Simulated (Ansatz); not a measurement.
# Li2LuSnS4: relaxation (Ansatz)

input.yaml:

```yaml
crystal:
  lattice:
    - [-3.288667, 3.288667, 3.910447]
    - [3.288667, -3.288667, 3.910447]
    - [3.288667, 3.288667, -3.910447]
  atoms:
    - { symbol: Sn, position: [0.0, 0.0, 0.0] }
    - { symbol: Lu, position: [0.5, 0.5, 0.0] }
    - { symbol: Li, position: [0.25, 0.75, 0.5] }
    - { symbol: Li, position: [0.75, 0.25, 0.5] }
    - { symbol: S, position: [0.03526, 0.03526, 0.4132] }
    - { symbol: S, position: [0.96474, 0.37794, 0.0] }
    - { symbol: S, position: [0.62206, 0.62206, 0.5868] }
    - { symbol: S, position: [0.37794, 0.96474, 0.0] }
  symmetry: { tolerance: 0.0003 }
kpoints:
  mp_grid: { grid: [6, 6, 6], shift: [0, 0, 0] }
magnetization:
  spin_polarized: false
scf:
  occupations: { method: methfessel_paxton, width: 0.2929 }
  lower_state_search: "off"
hamiltonian:
  pseudopotentials: { kind: paw }
  xc: r2scan
basis:
  ecutwfc: 500
  fft_grid_basis: typed
relax:
  max_steps: 80
  cell: { p_target: 5.0 }
  f_tol: 0.03
output:
  forces: true
  stress: true
  eigenvalues: true
  bader: true
  populations: true
  elf: true
  write_potential: true
  volumetric_format: npy
  dos:
    e_range: [-12, 8]
    de: 0.05
    projected: { site_lists: { Li: [Li], Lu: [Lu], S: [S], Sn: [Sn] } }
checkpoint:
  read: saved_state
```

Run with:

```bash
ansatz run input.yaml --threads 2 --pin off --max-ram 2560MiB --backend cpu --events-out ev --progress --plain --runs-dir out
```

Origin of the cell: a known structure type with other elements, at an estimated volume, so it need not be a known compound.

The saved state is a converged single point of the same cell.

Steps («new basis» is an SCF on plane waves selected anew at the same cell):

| step | ΔH (meV/atom) | max force component (eV/Å) | P (GPa) | volume (Å³) | SCF iterations | step was |
| --- | --- | --- | --- | --- | --- | --- |
| 1 | 0.0 | 1.170 | 0.80 | 169.17 | 7 | accepted |
| 2 | -165.3 | 0.932 | 3.61 | 154.02 | 8 | accepted |
| 3 | -249.3 | 0.142 | 6.35 | 145.92 | 9 | accepted |
| 4 | -251.7 | 0.071 | 5.30 | 147.50 | 6 | accepted |
| 5 | -252.3 | 0.037 | 5.33 | 148.26 | 7 | accepted |
| 6 | -252.5 | 0.026 | 4.92 | 149.24 | 7 | accepted |
| 7 | -252.6 | 0.006 | 5.03 | 149.22 | 5 | accepted |
| 8 | -252.3 | 0.006 | 5.03 | 149.22 | 6 | new basis |

Step 1, with forces in eV/Å:

```xyz
8
Lattice="-3.289 3.289 3.910 3.289 -3.289 3.910 3.289 3.289 -3.910" Properties=species:S:1:pos:R:3:forces:R:3 pbc="T T T" step=1
Sn    0.000    0.000    0.000    0.000    0.000    0.000
Lu    0.000    0.000    3.910    0.000    0.000    0.000
Li    3.289    0.000    1.955    0.000    0.000    0.000
Li    0.000    3.289    1.955    0.000    0.000    0.000
S     1.359    1.359   -1.340    1.170    1.170   -0.695
S    -1.930    1.930    5.250    1.170   -1.170    0.695
S     1.930    1.930    2.570   -1.170   -1.170   -0.695
S     1.930   -1.930    5.250   -1.170    1.170    0.695
```

Step 2, with forces in eV/Å:

```xyz
8
Lattice="-3.216 3.216 3.723 3.216 -3.216 3.723 3.216 3.216 -3.723" Properties=species:S:1:pos:R:3:forces:R:3 pbc="T T T" step=2
Sn    0.000    0.000    0.000    0.000    0.000    0.000
Lu    0.000    0.000    3.723    0.000    0.000    0.000
Li    3.216    0.000    1.861    0.000    0.000    0.000
Li    0.000    3.216    1.861    0.000    0.000    0.000
S     1.434    1.434   -1.314    0.932    0.932   -0.054
S    -1.782    1.782    5.036    0.932   -0.932    0.054
S     1.782    1.782    2.409   -0.932   -0.932   -0.054
S     1.782   -1.782    5.036   -0.932    0.932    0.054
```

Step 3, with forces in eV/Å:

```xyz
8
Lattice="-3.184 3.184 3.598 3.184 -3.184 3.598 3.184 3.184 -3.598" Properties=species:S:1:pos:R:3:forces:R:3 pbc="T T T" step=3
Sn    0.000    0.000    0.000    0.000    0.000    0.000
Lu    0.000    0.000    3.598    0.000    0.000    0.000
Li    3.184    0.000    1.799    0.000    0.000    0.000
Li    0.000    3.184    1.799    0.000    0.000    0.000
S     1.548    1.548   -1.220    0.142    0.142    0.053
S    -1.636    1.636    4.818    0.142   -0.142   -0.053
S     1.636    1.636    2.378   -0.142   -0.142    0.053
S     1.636   -1.636    4.818   -0.142    0.142   -0.053
```

Step 4, with forces in eV/Å:

```xyz
8
Lattice="-3.201 3.201 3.598 3.201 -3.201 3.598 3.201 3.201 -3.598" Properties=species:S:1:pos:R:3:forces:R:3 pbc="T T T" step=4
Sn    0.000    0.000    0.000    0.000    0.000    0.000
Lu    0.000    0.000    3.598    0.000    0.000    0.000
Li    3.201    0.000    1.799    0.000    0.000    0.000
Li    0.000    3.201    1.799    0.000    0.000    0.000
S     1.568    1.568   -1.218    0.044    0.044    0.071
S    -1.634    1.634    4.815    0.044   -0.044   -0.071
S     1.634    1.634    2.380   -0.044   -0.044    0.071
S     1.634   -1.634    4.815   -0.044    0.044   -0.071
```

Step 5, with forces in eV/Å:

```xyz
8
Lattice="-3.199 3.199 3.622 3.199 -3.199 3.622 3.199 3.199 -3.622" Properties=species:S:1:pos:R:3:forces:R:3 pbc="T T T" step=5
Sn    0.000    0.000    0.000    0.000    0.000    0.000
Lu    0.000    0.000    3.622    0.000    0.000    0.000
Li    3.199    0.000    1.811    0.000    0.000    0.000
Li    0.000    3.199    1.811    0.000    0.000    0.000
S     1.578    1.578   -1.208   -0.037   -0.037    0.025
S    -1.620    1.620    4.830   -0.037    0.037   -0.025
S     1.620    1.620    2.414    0.037    0.037    0.025
S     1.620   -1.620    4.830    0.037   -0.037   -0.025
```

Step 6, with forces in eV/Å:

```xyz
8
Lattice="-3.202 3.202 3.639 3.202 -3.202 3.639 3.202 3.202 -3.639" Properties=species:S:1:pos:R:3:forces:R:3 pbc="T T T" step=6
Sn    0.000    0.000    0.000    0.000    0.000    0.000
Lu    0.000    0.000    3.639    0.000    0.000    0.000
Li    3.202    0.000    1.819    0.000    0.000    0.000
Li    0.000    3.202    1.819    0.000    0.000    0.000
S     1.578    1.578   -1.209   -0.016   -0.016    0.026
S    -1.624    1.624    4.847   -0.016    0.016   -0.026
S     1.624    1.624    2.430    0.016    0.016    0.026
S     1.624   -1.624    4.847    0.016   -0.016   -0.026
```

Step 8, with forces in eV/Å:

```xyz
8
Lattice="-3.201 3.201 3.641 3.201 -3.201 3.641 3.201 3.201 -3.641" Properties=species:S:1:pos:R:3:forces:R:3 pbc="T T T" step=8
Sn    0.000    0.000    0.000    0.000    0.000    0.000
Lu    0.000    0.000    3.641    0.000    0.000    0.000
Li    3.201    0.000    1.820    0.000    0.000    0.000
Li    0.000    3.201    1.820    0.000    0.000    0.000
S     1.576    1.576   -1.202    0.002    0.002   -0.006
S    -1.625    1.625    4.843    0.002   -0.002    0.006
S     1.625    1.625    2.438   -0.002   -0.002   -0.006
S     1.625   -1.625    4.843   -0.002    0.002    0.006
```

```
Enthalpy lowered by     : 252.3 meV/atom
Volume change           : -11.80 %
Final pressure          : 5.03 GPa
Relaxation steps listed : 8
```

Caveats: no moments, though an odd count or open d shells may carry them; no spin-orbit coupling, though heavy elements are present; the relaxation held the start's symmetry, so the end may be a saddle point; wide smearing.

Time: 4 min on 2 threads of Arm Neoverse V1 (shared host), peak memory 0.97 GiB, from a saved density.
